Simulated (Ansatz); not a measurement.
The elements of this relaxed trial crystal are hidden behind letters.

```
lattice vectors (Å)
  -2.9542    2.9542    5.9026
   2.9542   -2.9542    5.9026
   2.9542    2.9542   -5.9026
fractional positions
X 0.7442 0.7442 0.0000
X 0.2558 0.2558 0.0000
X 0.5000 0.0000 0.5000
X 0.0000 0.5000 0.5000
Z 0.0000 0.0000 0.0000
Q 0.5000 0.5000 0.0000
Q 0.2500 0.7500 0.5000
Q 0.7500 0.2500 0.5000
```

Method: DFT PBE, scalar-relativistic, plane waves, PAW (Ansatz). The final run on the 8-atom cell used 420 eV, a Γ-centred 8×8×8 mesh, 0.02 eV smearing and no spin polarisation.

```
Space group                              : I4/mmm (No. 139)
Conventional cell                        : a = 5.908 Å, c = 11.805 Å
Volume per atom                          : 25.76 Å³
Density                                  : 5.24 g/cm³
Energy over the elements                 : −0.409 eV/atom
Gap on the 8×8×8 mesh of the 8-atom cell : 0.16 eV
```

Energies are uncorrected and count from the elements' standard states at the same level.

Question: X is a p-block element of period 5, Z is a p-block element of period 4 and Q is a p-block element of period 3. Which elements are they?

Answer: X = Sn, Z = Se, Q = S, so the formula is Sn4SeS3. Density times volume gives a mean mass of 5.24 × 25.76/1.6605 = 81.3 u per atom, and this set has 81.2 u. Sn on a site of symmetry 4mm has 5 S at 2.88–2.95 Å and 1 Se at 3.02 Å; around Se lie 6 Sn at 2.95–3.02 Å; S on a site of symmetry 4/mmm is surrounded by 6 Sn at 2.88–2.95 Å; 2 more sites not described. Other sets within the hints have nearly the same mass, so mass alone doesn't settle it; this one was computed.

Kohn–Sham gaps at this level usually fall short of measured ones. A structure relaxed within its symmetry needn't be a true minimum.
